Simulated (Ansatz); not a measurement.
HfSiO4 in space group I4_1/amd (No. 141; Hf on 4a, Si on 4b, O on 16h), PBEsol (plane waves, PAW; program Ansatz), all energies at zero smearing, with the estimated change up to a 700 eV cutoff added, with one set of potentials and settings (totals compare only within such a set). Cell of 12 atoms (2 Hf, 2 Si, 8 O): -36945.879 eV.

```tsv
element	reference phase	E (eV/atom)
Hf	P6_3/mmc, 2 atoms in the cell	-15598.8041
Si	Fd-3m, 2 atoms in the cell	-621.4938
O	C2/m, 4 atoms in the cell, spin-polarised	-558.3609
```

Formation energy per atom, worked out: (-36945.879 − 2×(-15598.8041) − 2×(-621.4938) − 8×(-558.3609))/12 = -3.200 eV/atom (-309 kJ per mol of atoms), at 0 K, without zero-point energy or fitted corrections.

The cell was relaxed with PBEsol under the symmetry of its start. The run is not spin-polarised. The references are the lowest solids computed at this level, not always the standard phases (solids in place of the gases). Spin–orbit coupling is left out wherever it is not named.

Potentials: the earlier of the program's two PAW sets. The files were generated under PBE; for other functionals the program regenerates the frozen cores, and for LDA and PBEsol the local potential too.
